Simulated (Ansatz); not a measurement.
B in space group Cmce (No. 64; B on 8f) under volume change, PBEsol (plane waves, PAW; program Ansatz), shape and atoms relaxed at each volume.

```json
[
 {"V (Å³/atom)": "5.736", "E − E(relaxed) (meV/atom)": "…", "P (GPa)": "…"},
 {"V (Å³/atom)": "5.925", "E − E(relaxed) (meV/atom)": "…", "P (GPa)": "…"},
 {"V (Å³/atom)": "6.115", "E − E(relaxed) (meV/atom)": "5.0", "P (GPa)": "8.67"},
 {"V (Å³/atom)": "6.304", "E − E(relaxed) (meV/atom)": "0.0", "P (GPa)": "0.00"},
 {"V (Å³/atom)": "6.493", "E − E(relaxed) (meV/atom)": "4.6", "P (GPa)": "-7.57"},
 {"V (Å³/atom)": "6.682", "E − E(relaxed) (meV/atom)": "17.5", "P (GPa)": "-14.18"},
 {"V (Å³/atom)": "6.871", "E − E(relaxed) (meV/atom)": "37.7", "P (GPa)": "-19.96"}
]
```

Q: Some entries are withheld; supply them.

A: 
- 5.925, E − E(relaxed) (meV/atom): 21.0
- 5.925, P (GPa): 18.61
- 5.736, E − E(relaxed) (meV/atom): 49.5
- 5.736, P (GPa): 30.01

Q: What does a third-order Birch–Murnaghan fit give for V₀, B₀ and B′?

A: V₀ = 6.30 Å³/atom, B₀ = 270 GPa, B′ = 3.5.

The start of the workflow was typed in or built on a structure type; neither database checked (COD, Materials Project) lists it. It is not the phase usual at ambient conditions (space group No. 166). The cell was relaxed with PBEsol under the symmetry of its start; of distortions, only those at the zone centre were tested.

Potentials: the earlier of the program's two PAW sets.
